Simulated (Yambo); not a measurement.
Yambo run on MgO (rock salt, space group Fm-3m, No. 225). The wavefunctions come from this Quantum ESPRESSO step (PBEsol, PseudoDojo standard norm-conserving files, scalar-relativistic):

```
&CONTROL
  calculation = 'nscf'
  pseudo_dir = './pseudo'
  outdir = './out'
/
&SYSTEM
  ibrav = 0
  nat = 2
  ntyp = 2
  ecutwfc = 84.0
  ecutrho = 336.0
  occupations = 'fixed'
  force_symmorphic = .true.
  nbnd = 74
/
&ELECTRONS
  conv_thr = 2e-09
  diago_full_acc = .true.
  diago_thr_init = 1e-08
/
ATOMIC_SPECIES
O 15.9990 O.upf
Mg 24.3050 Mg.upf
CELL_PARAMETERS angstrom
  0.000000000000   2.106418767000   2.106418767000
  2.106418767000   0.000000000000   2.106418767000
  2.106418767000   2.106418767000   0.000000000000
ATOMIC_POSITIONS crystal
O   0.500000000000   0.500000000000   0.500000000000
Mg   0.000000000000   0.000000000000   0.000000000000
K_POINTS automatic
6 6 6 0 0 0
```

Yambo input:

```
rim_cut
gw0
dyson
el_el_corr
HF_and_locXC
ppa
em1d
RandQpts= 1000000
RandGvec= 1 Ry
EXXRLvcs= 84 Ry
VXCRLvcs= 336 Ry
Chimod= "HARTREE"
% BndsRnXp
 2 | 71 |
%
NGsBlkXp= 14 Ry
% LongDrXp
 1.0 | 1.0 | 1.0 |
%
PPAPntXp= 27.2114 eV
% GbndRnge
 1 | 71 |
%
GTermKind= "BG"
DysSolver= "n"
ExtendOut
% QPkrange
 1 | 1 | 8 | 9 |
 4 | 4 | 8 | 9 |
 13 | 13 | 8 | 9 |
%
```

k points by index: 1 = Γ, 4 = L, 13 = X.

Resulting energies as the program prints them:

```
#    K-point    Band    Eo [eV]    E [eV]    E-Eo [eV]    Vxc [eV]    Vnlxc [eV]    Sc|Eo [eV]    Sc|E [eV]    dSc/dw|Eo [eV]    Re(Z)    Im(Z)
#
    1    8    0.000000    -1.512960    -1.512960    -19.88964    -25.43194    3.653905    4.029338    -6.751895    0.801199    -0.001060
    1    9    4.659267    5.689573    1.030305    -13.69010    -9.038397    -3.439164    -3.621403    -4.812800    0.849713    -0.784891E-3
    4    8    -0.647046    -2.257848    -1.610802    -19.14526    -24.93475    3.776003    4.178684    -6.802037    0.800017    -0.001127
    4    9    7.768989    9.005276    1.236287    -11.73225    -6.365180    -3.924320    -4.130787    -4.542670    0.856925    -0.003767
    13    8    -1.352300    -3.042372    -1.690073    -18.59362    -24.54902    3.842060    4.265329    -6.813271    0.799743    -0.003104
    13    9    9.025141    10.13302    1.107879    -9.213152    -3.942975    -3.993837    -4.162298    -4.137437    0.868019    -0.691345E-3
```
(The two width columns are left out.) Convergence of these settings isn't established.

Geometry relaxed with PBEsol.
